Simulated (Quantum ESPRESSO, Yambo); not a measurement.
Levels of theory for the gap of NaVO2F2

NaVO$_{2}$F$_{2}$ (space group P2_1, No. 4): one geometry, one set of norm-conserving PBEsol (Quantum ESPRESSO, 88 Ry, without SOC) orbitals, self-energies from Yambo (2×4×2 Γ-centred k mesh, bands 5 to 194 and a 6 Ry block in the screening, 194 bands in G with the Bruneval-Gonze terminator, plasmon pole fitted at 27.2 eV).

The geometry is that of Materials Project entry mp-18953, symmetrised and not relaxed again.

```tsv
level	gap (0, 0.25, -0.5) → (-0.5, 0, 0) (eV)	direct gap at (-0.5, 0, -0.5) (eV)	rough Yambo cost
PBEsol (Quantum ESPRESSO)	2.07	2.55	–
exchange only (Hartree-Fock self-energy on PBEsol orbitals)	14.27	14.48	about 1/10 (14 states)
static COHSEX@PBEsol	5.11	5.58	within a factor of two (4 states)
G0W0@PBEsol, plasmon pole	4.24	4.73	1 (14 states)
```

Bare exchange has no screening and gives the widest gap; static COHSEX screens it but leaves out the frequency dependence, which G0W0 restores. The mesh misses a band edge: along a dense path the PBEsol gap is 2.00 eV against 2.07 eV on the mesh.

Costs are rough ratios of core time on shared machines.

Nearest settings tried, and what they do to the gap: 135 bands in W, 135 bands in G: -13 meV; 5 Ry block (205 vectors against 277): +71 meV. Not varied: mesh. So the settings aren't converged at that level.

The 3d shell has no Hubbard U; the runs are without spin polarisation, and magnetic order was not tried.
